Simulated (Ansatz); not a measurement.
A plane-wave DFT run in Ansatz 0.2.0 (scalar-relativistic PAW potentials unless the input names others): input and command.

```yaml
crystal:
  lattice:
    - [3.0337719384, 0.0, 0.0]
    - [-1.5168859692, 2.6273235679, 0.0]
    - [0.0, 0.0, 22.4902861943]
  atoms:
    - { symbol: Ga, position: [0.0, 0.0, 0.25] }
    - { symbol: Ga, position: [0.0, 0.0, 0.75] }
    - { symbol: Re, position: [0.3333333333, 0.6666666667, 0.9159341566] }
    - { symbol: Re, position: [0.6666666667, 0.3333333333, 0.4159341566] }
    - { symbol: Re, position: [0.6666666667, 0.3333333333, 0.0840658434] }
    - { symbol: Re, position: [0.3333333333, 0.6666666667, 0.5840658434] }
    - { symbol: P, position: [0.0, 0.0, 0.5] }
    - { symbol: P, position: [0.0, 0.0, 0.0] }
    - { symbol: P, position: [0.3333333333, 0.6666666667, 0.3443368184] }
    - { symbol: P, position: [0.6666666667, 0.3333333333, 0.8443368184] }
    - { symbol: P, position: [0.6666666667, 0.3333333333, 0.6556631816] }
    - { symbol: P, position: [0.3333333333, 0.6666666667, 0.1556631816] }
basis:
  ecutwfc: 420
kpoints:
  mp_grid: { grid: [12, 12, 2] }
hamiltonian:
  xc: pbe
scf:
  occupations: { method: gaussian, width: 2.0 }
  max_iter: 60
output:
  forces: true
  eigenvalues: true
  stress: true
```

```bash
ansatz run input.yaml --threads 1 --pin off --max-ram 2560MiB --backend cpu --events-out ev --progress --plain --runs-dir out
```

Abridged log:
```
band count auto-derived: 89 (N_el = 116.0; filled up to band 58; 70 by the electrons, moments and atoms)
Pseudopotentials: kind: paw
Pseudopotential: Ga, paw, valence charge 13, recommended cutoff 420 eV (normal)
Pseudopotential: Re, paw, valence charge 15, recommended cutoff 420 eV (normal)
Pseudopotential: P, paw, valence charge 5, recommended cutoff 420 eV (normal)
Functional definition: PBE
Crystal: 12 atoms, lattice volume = 179.263 Å³
Basis set: ecut = 420 eV, 3459 PW (Γ), exchange–correlation on 48×48×320 points (8 copies of the dense FFT grid, shifted against one another)
Bands: 89, of which v1, the nominal top of the filled ones, is band 58 counted from 1 (57 counted from 0)
Symmetry: 24 space group operations
Space group: P63/mmc (ITA 194), of the structure as read, at distance tolerance 5.6e-5 Å
k-points: 38 of 288
Initial density: superposition of atomic densities (neutral atoms: chi_scale 0, normalization atom), corrected by the library's trained network
Initial wavefunctions: pseudopotential atomic-orbital guess
Functional: x = pbe(κ = 0.804, μ = 0.21951497), c = pbe(β = 0.06672455)
SCF iter   1: F=—  HF=-55579.025715 eV  |F-HF|=—  |Δ(HF+E_count)|=         —  Δρ=7.17e-3  dr2=1.26e-1  ethr=1.77e-3  ⟨swp⟩=6.4  Hψ=14090  notcnv=0
SCF iter   2: F=—  HF=-55579.017293 eV  |F-HF|=—  |Δ(HF+E_count)|=   8.42e-3  Δρ=4.31e-3  dr2=5.73e-2  ethr=1.09e-4  ⟨swp⟩=1.0  Hψ=3914  notcnv=0
SCF iter   3: F=—  HF=-55579.009011 eV  |F-HF|=—  |Δ(HF+E_count)|=   8.28e-3  Δρ=5.79e-4  dr2=3.35e-3  ethr=4.94e-5  ⟨swp⟩=1.3  Hψ=3656  notcnv=0
SCF iter   4: F=—  HF=-55579.008833 eV  |F-HF|=—  |Δ(HF+E_count)|=   1.77e-4  Δρ=3.00e-4  dr2=8.38e-4  ethr=2.89e-6  ⟨swp⟩=2.0  Hψ=3762  notcnv=0
SCF iter   5: F=—  HF=-55579.008797 eV  |F-HF|=—  |Δ(HF+E_count)|=   3.64e-5  Δρ=1.91e-4  dr2=4.81e-5  ethr=7.22e-7  ⟨swp⟩=2.0  Hψ=4294  notcnv=0
SCF iter   6: F=—  HF=-55579.008842 eV  |F-HF|=—  |Δ(HF+E_count)|=   4.52e-5  Δρ=4.19e-5  dr2=1.18e-5  ethr=4.15e-8  ⟨swp⟩=2.0  Hψ=5017  notcnv=0
SCF iter   7: F=—  HF=-55579.008790 eV  |F-HF|=—  |Δ(HF+E_count)|=   5.26e-5  Δρ=8.91e-6  dr2=1.62e-7  ethr=1.02e-8  ⟨swp⟩=1.0  Hψ=3382  notcnv=0
SCF iter   8: F=-55579.008790 eV  HF=-55579.008790 eV  |F-HF|=2.31e-9  |Δ(HF+E_count)|=   2.45e-8  Δρ=1.84e-6  dr2=7.56e-9  ethr=8.62e-11  ⟨swp⟩=7.8  Hψ=13051  notcnv=0
SCF 1 converged in 8 iterations: F = -55579.008790 eV  dr2 = 7.56e-9
SCF converged after 8 iterations
Free energy (F): -55579.008790 eV
Harris-Foulkes:  -55579.008790 eV  (|F-HF|=2.31e-9)
Internal energy: -55566.286374 eV  (E = F + TS)
E sigma→0 (E₀):  -55572.647582 eV
Entropy (-TS):   -12.722416 eV (-1060.201 meV/atom)
Fermi energy:    15.517494 eV
--- Forces (eV/Å), atoms counted from 1 ---
  atom   1  Ga     0.00000000     0.00000000     0.00000000
  atom   2  Ga     0.00000000     0.00000000     0.00000000
  atom   3  Re     0.00000000     0.00000000     0.67377424
  atom   4  Re     0.00000000     0.00000000     0.67377424
  atom   5  Re     0.00000000     0.00000000    -0.67377424
  atom   6  Re     0.00000000     0.00000000    -0.67377424
  atom   7  P      0.00000000     0.00000000     0.00000000
  atom   8  P      0.00000000     0.00000000     0.00000000
  atom   9  P      0.00000000     0.00000000    -0.61207217
  atom  10  P      0.00000000     0.00000000    -0.61207217
  atom  11  P      0.00000000     0.00000000     0.61207217
  atom  12  P      0.00000000     0.00000000     0.61207217
--- Stress (GPa, compression-positive) ---
        7.504694       0.000000       0.000000
        0.000000       7.504694       0.000000
        0.000000       0.000000       8.111672
  P = ⅓ Tr σ = 7.7070 GPa (77.070 kbar)
```

Q: Find the fault.

A: The fault is a smearing of electronvolts (scf.occupations: {"method": "gaussian", "width": 0.1} → {"method": "gaussian", "width": 2.0}, the first being the value of the sound run). Setting it back cures it. The run converged all the same, with an energy at zero smearing 20.80 meV/atom above the reference's, pressure 7.71 GPa, largest force 0.674 eV/Å, no gap on the mesh, so convergence alone doesn't show that an input is right. A reference run on usual settings, whose relaxation ended at this geometry, converged, and the end of its own relaxation has pressure 0.00 GPa, largest force 0.001 eV/Å, no gap on the mesh.

It took 35 s on 1 thread of Arm Neoverse V2, with other jobs on the host, peak memory 0.74 GiB.